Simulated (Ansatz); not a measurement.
Mg$_{2}$Ge (Pn-3m), relaxed with PBE (Ansatz, a program for electronic structure, plane waves, PAW): a = 5.866 Å, b = 5.866 Å, c = 5.866 Å, α = 90.00°, β = 90.00°, γ = 90.00°.

- gap (eV): none
- B₀ by P(V) fit (GPa): 25.0

Question: The same phase is relaxed and computed with HSE06 in the same code. What are the cell and these values now?

Answer: a = b = c = 5.8345 Å, α = β = γ = 90.00°.

- gap (eV) = 0.28
- B₀ by P(V) fit (GPa) = 27.3

Constructed cells (a structure type filled with these elements, in neither database checked): Mg2Ge, Pn-3m (Mg on 4c, Ge on 2a). All cells were relaxed under the symmetry of their starts (and spin orders); stability against distortions was not tested throughout. Scalar-relativistic: spin–orbit coupling is off unless named, which matters more the heavier the elements.

Potentials: the later of the program's two PAW sets.

Ansatz is a plane-wave DFT program.
